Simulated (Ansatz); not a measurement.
## SrTiO$_{3}$: from a starting cell to a relaxed one

The start is a generated cell, SrTiO3 built in the AFLOW prototype ABC3_hR10_167_a_b_e (as in LiNbO3). The cell and all atomic positions are relaxed at zero pressure with PBEsol (plane waves to 420 eV, PAW, scalar-relativistic; Ansatz, an electronic-structure program). First-step values are on the input's coarse k-mesh.

Ansatz input (later rounds restart from its end on a renewed k-mesh):
Ansatz 0.2 input:
```yaml
crystal:
  lattice:
    - [2.751403, 1.5885232, 4.8065127]
    - [-2.751403, 1.5885232, 4.8065127]
    - [0, -3.1770465, 4.8065127]
  atoms:
    - { symbol: Sr, position: [0.25, 0.25, 0.25] }
    - { symbol: Sr, position: [0.75, 0.75, 0.75] }
    - { symbol: Ti, position: [0, 0, 0] }
    - { symbol: Ti, position: [0.5, 0.5, 0.5] }
    - { symbol: O, position: [0.64243, 0.85757, 0.25] }
    - { symbol: O, position: [0.25, 0.64243, 0.85757] }
    - { symbol: O, position: [0.85757, 0.25, 0.64243] }
    - { symbol: O, position: [0.35757, 0.14243, 0.75] }
    - { symbol: O, position: [0.75, 0.35757, 0.14243] }
    - { symbol: O, position: [0.14243, 0.75, 0.35757] }
basis: { ecutwfc: 420, ecutrho_ratio: 4, xc_grid: 2, fft_grid_basis: typed }
kpoints: { mp_grid: { grid: [5, 5, 5] } }
hamiltonian:
  xc: pbesol
  dispersion: none
  pseudopotentials: { kind: paw }
scf: { occupations: { method: fermi_dirac, width: 0.05 } }
relax: { f_tol: 0.01, max_steps: 100, cell: { stress_tol: 0.02 } }
output: { forces: true, stress: true }
```

Problem. By how much does the energy per atom fall from start to end?

Solution. 0.37 eV/atom.

Problem. How does the volume per atom move from start to end?

Solution. -6.7 %, from 12.60 to 11.76 Å³/atom.

Problem. How do the shortest distances between atoms change?

Solution. The closest pairs of elements (up to four, under 3.6 Å), start → end: O–Ti 2.08 → 1.95 Å; O–Sr 2.16 → 2.60 Å; O–O 2.94 → 2.75 Å; Sr–Ti 3.40 → 3.36 Å.

Problem. Is the relaxed structure metallic? Give its gap.

Solution. 2.00 eV, direct within 0.03 eV (at Γ) (no spin-orbit coupling).

The space group stays R-3c (No. 167) (the run could not lower it); the end is AFLOW prototype ABC3_hR10_167_a_b_e (as in LiNbO3), with 10 atoms in the primitive cell. Final values are on a 7×7×7 k-mesh of the relaxed cell. No spin polarisation in the result.

The run could not lose the symmetry of its start: the end is stationary, and may be a saddle point rather than a minimum.

The relaxed structure here is a generated cell of SrTiO3: the first start was made by placing the elements on the sites of a structure type, and the end was not matched to a known phase here, so it may be hypothetical. Known forms of SrTiO3 include space group No. 221.
